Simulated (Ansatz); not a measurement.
Consider the following.

GeMo:
```cif
data_Ge2Mo2
_chemical_formula_sum 'Mo2 Ge2'
_space_group_name_H-M_alt 'P63/mmc'
_space_group_IT_number 194
_space_group_name_Hall '-P 6c 2c'
_cell_length_a 3.19889
_cell_length_b 3.19889
_cell_length_c 7.24722
_cell_angle_alpha 90.000
_cell_angle_beta 90.000
_cell_angle_gamma 120.000
loop_
_atom_site_label
_atom_site_type_symbol
_atom_site_symmetry_multiplicity
_atom_site_Wyckoff_symbol
_atom_site_fract_x
_atom_site_fract_y
_atom_site_fract_z
_atom_site_occupancy
Mo1 Mo 2 a 0.00000 0.00000 0.00000 1
Ge1 Ge 2 c 0.33333 0.66667 0.25000 1
```

This is the PBE-relaxed structure.

All from PBE (plane waves, PAW; program Ansatz), unless another level is named. Give the electronic character.

metallic (no gap).

Predict the density of states at the Fermi level.

0.50 states/eV per atom (mean over ±0.08 eV).

Predict the formation energy from the elements (no fitted shifts).

-0.047 eV/atom.

Space group P6_3/mmc (NiAs type). The cell is a constructed one: a structure type filled with these elements; neither database checked (COD, Materials Project) lists it. Its standing as an ambient phase is unchecked. The cell was relaxed with PBE under the symmetry of its start; whether a distortion lowers the energy is not shown. No spin polarisation was allowed. The references are the lowest solids computed at this level, not always the standard phases. Spin–orbit coupling is left out wherever it is not named.

Potentials: the later of the program's two PAW sets.
